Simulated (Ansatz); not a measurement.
Ansatz (a first-principles code) input:

Ansatz 0.2 input:
```yaml
crystal:
  lattice:
    - [1.7241423073, -1.9465036874, 0.0]
    - [1.7241423073, 1.9465036874, 0.0]
    - [0.0, 0.0, 4.0042331642]
  atoms:
    - { symbol: Al, position: [0.0, 0.0, 0.0] }
    - { symbol: V, position: [0.5, 0.5, 0.5] }
kpoints:
  mp_grid: { grid: [16, 16, 10] }
hamiltonian:
  xc: lda
  pseudopotentials: { kind: paw }
scf:
  occupations: { method: fermi_dirac, width: 0.1 }
phonons:
  method: dfpt
  response_accuracy: low
  eigenvectors: true
  rigid_motions: translations
```

Output (shortened):

```
Pseudopotential: Al, paw, valence charge 3
Pseudopotential: V, paw, valence charge 13
Functional definition: SPW92
Crystal: 2 atoms, lattice volume = 26.877 Å³
Basis set: ecut = 420 eV, 535 PW (Γ), exchange–correlation on 36×36×54 points (8 copies of the dense FFT grid, shifted against one another)
Bands: 12, of which v1, the nominal top of the filled ones, is band 8 counted from 1 (7 counted from 0)
Symmetry: 8 space group operations
k-points: 438 of 2560
SCF iter   1: F=—  HF=-3373.771048 eV  |F-HF|=—  |Δ(HF+E_count)|=         —  Δρ=7.45e-3  dr2=1.06e-2  ethr=1.77e-3  ⟨swp⟩=4.1  Hψ=26107  notcnv=0
preconditioner: auto → none
SCF iter   2: F=—  HF=-3373.769396 eV  |F-HF|=—  |Δ(HF+E_count)|=   1.65e-3  Δρ=4.23e-3  dr2=5.68e-3  ethr=6.63e-5  ⟨swp⟩=1.0  Hψ=8760  notcnv=0
SCF iter   3: F=—  HF=-3373.768218 eV  |F-HF|=—  |Δ(HF+E_count)|=   1.18e-3  Δρ=5.46e-4  dr2=5.48e-5  ethr=3.55e-5  ⟨swp⟩=1.6  Hψ=5799  notcnv=0
SCF iter   4: F=—  HF=-3373.768226 eV  |F-HF|=—  |Δ(HF+E_count)|=   7.92e-6  Δρ=9.59e-5  dr2=2.72e-6  ethr=3.42e-7  ⟨swp⟩=1.9  Hψ=6160  notcnv=0
SCF iter   5: F=—  HF=-3373.768215 eV  |F-HF|=—  |Δ(HF+E_count)|=   1.11e-5  Δρ=2.61e-5  dr2=1.10e-7  ethr=1.70e-8  ⟨swp⟩=2.2  Hψ=7287  notcnv=0
SCF iter   6: F=—  HF=-3373.768215 eV  |F-HF|=—  |Δ(HF+E_count)|=   7.10e-7  Δρ=3.23e-6  dr2=2.00e-9  ethr=6.91e-10  ⟨swp⟩=2.9  Hψ=8955  notcnv=0
SCF iter   7: F=—  HF=-3373.768215 eV  |F-HF|=—  |Δ(HF+E_count)|=  8.12e-10  Δρ=7.55e-7  dr2=7.76e-11  ethr=1.25e-11  ⟨swp⟩=2.0  Hψ=8805  notcnv=0
SCF iter   8: F=-3373.768215 eV  HF=-3373.768215 eV  |F-HF|=1.36e-12  |Δ(HF+E_count)|=  2.09e-11  Δρ=6.18e-8  dr2=7.14e-13  ethr=1.00e-12  ⟨swp⟩=4.8  Hψ=18680  notcnv=0
the search or the solves at the SCF's close seem to have found levels that the self-consistency loop had missed (the run counts 2) …
SCF 1 converged in 8 iterations: F = -3373.768215 eV  dr2 = 7.14e-13
DFPT response loops at Γ: preconditioner auto → Kerker (q_TF=auto, 2.502 Å⁻¹) (partly filled bands, converged f_vac=0.000) …
SCF converged after 8 iterations
Free energy (F): -3373.768215 eV
Harris-Foulkes:  -3373.768215 eV  (|F-HF|=1.36e-12)
Internal energy: -3373.726119 eV  (E = F + TS)
E sigma→0 (E₀):  -3373.747167 eV
Entropy (-TS):   -0.042096 eV (-21.048 meV/atom)
Fermi energy:    13.087820 eV
--- Per-component energies (eV) ---
  E_band       = -166.015014
  E_kinetic    = 362.601856
  E_local      = -1330.664833  (includes V_loc(G=0)·N_el)
  E_nonlocal   = -28.625742
  E_hartree    = 615.275005
  E_xc         = -170.052385
  E_vxc        = -195.904410  (∫ρ·V_xc dr)
  E_paw        = -1505.954481  (= ΣΔE_a)
  E_vpaw       = -203.972148  (= ΣTr[D̂ρ^β])
  E_aug_tail   = 0.000239  (compensation charges beyond the density's cutoff)
  E_ewald      = -1316.707644
  E_core_change = 0.401866  (= ΣΔE_core)
  E_smearing   = -0.042096  (= −TS)
  E_closure    =  0.000000  (closes the sum)
  Σ components = -3373.768215   (vs F -3373.768215, Δ=0.00e0)
  [band-id]    e_kinetic+e_local+e_nonlocal+2·e_hartree+e_vxc+e_vpaw+e_augmentation_tail = -166.015029   (vs E_band -166.015014, Δ=-1.54e-5)
--- Band table (eV; the first three rows and the last of 438) ---
  k-point 0: bands = ["-50.2603", "-24.5401", "-24.0992", "-24.0126", "2.9538", "10.2752", "11.4836", "11.9022", "14.4749", "14.8514", "15.6490", "18.5447"]
  k-point 1: bands = ["-50.2603", "-24.5413", "-24.0992", "-24.0126", "3.0477", "9.9030", "11.4936", "12.0289", "14.4554", "14.8343", "15.6517", "18.8756"]
  k-point 2: bands = ["-50.2601", "-24.5445", "-24.0991", "-24.0125", "3.3199", "9.0794", "11.5201", "12.2277", "14.4052", "14.7904", "15.6576", "19.7371"]
  k-point 437: bands = ["-50.0880", "-24.6382", "-24.5589", "-24.3956", "9.7539", "9.7770", "11.0527", "14.3719", "14.7482", "16.5907", "16.9130", "17.1654"]
--- Phonons (Γ-DFPT): 6 representative perturbations + reference, on 438 of 2560 k-points (Σ response iterations 18) ---
  ASR residual: 1.603e-3 → 0.000e0 eV/Å²; symmetrization residual: 1.938e-5 eV/Å²
  ASR residual per site (eV/Å²): 4.91e-5 1.60e-3
  Γ frequencies (cm⁻¹): 0.00 0.00 0.00 214.82 296.69 345.10
  non-analytic LO–TO correction: not included (Born effective charges unavailable; polar crystals: no LO–TO splitting at Γ)
```

Cost: roughly 50 core-seconds on shared cores.

Space group Cmmm. The workflow started from a Materials Project entry (that database holds measured and hypothetical structures alike); the Crystallography Open Database copy checked does not list it. With Al and V taken as one species the cell has the higher symmetry I4/mmm, so it may be an ordered model of a mixed-site phase. Its standing as an ambient phase is unchecked. The cell was relaxed with LDA under the symmetry of its start; whether a distortion lowers the energy is not shown. No spin polarisation was allowed. As this level gives no gap, phonon frequencies hold no LO–TO term and depend on the k-mesh and smearing (Fermi–Dirac, 0.1 eV here).

Potentials: the later of the program's two PAW sets.

Ansatz is a plane-wave DFT program.
